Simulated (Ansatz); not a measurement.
Input and command of a plane-wave DFT calculation in Ansatz:

```yaml
crystal:
  lattice:
    - [2.881, 0.0, 0.0]
    - [0.0, 2.881, 0.0]
    - [0.0, 0.0, 2.65052]
  atoms:
    - { symbol: Al, position: [0.0, 0.0, 0.0] }
    - { symbol: Ni, position: [0.5, 0.5, 0.5] }
basis:
  ecutwfc: 420
kpoints:
  mp_grid: { grid: [16, 16, 16] }
hamiltonian:
  xc: pbesol
scf:
  occupations: { method: gaussian, width: 0.15 }
output:
  forces: true
  stress: true
  eigenvalues: true
```

```bash
ansatz run input.yaml --threads 1 --pin off --max-ram 2560MiB --backend cpu --events-out ev --progress --plain --runs-dir out
```

Processor: Arm Neoverse V2, 1 thread, on a host shared with other jobs.

**Question.** Estimate time, memory and problem size.

**Answer.** About 5.9 s on 1 thread of Arm Neoverse V2, on a shared host, peak memory 0.39 GiB. It solves 15 bands at 405 k points (the mesh reduced by symmetry) with about 429 plane waves, in 6 SCF iterations.
